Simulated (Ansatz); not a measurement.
Input:

K₂S (anti-fluorite, space group No. 225), a = 7.3358 Å, b = 7.3358 Å, c = 7.3358 Å, α = 90.00°, β = 90.00°, γ = 90.00°; the cell used has 3 atoms.

This is the PBEsol-relaxed structure.

### Question
All from plane-wave PAW PBEsol (Ansatz code), unless another level is named. Estimate the formation energy from the elements (no fitted shifts).

### Answer
-1.08 eV/atom.

### Question
Give the band gap.

### Answer
2.35 eV (indirect).

### Question
Give the smallest direct gap on the standard path.

### Answer
2.58 eV.

### Question
Predict the electron effective mass.

### Answer
0.35 mₑ (isotropic).

### Question
What about the valence-band maximum?

### Answer
at X.

Space group Fm-3m (anti-fluorite). Symmetry was held in the PBEsol relaxation. The references are the lowest solids computed at this level, not always the standard phases.

Potentials: the later of the program's two PAW sets.
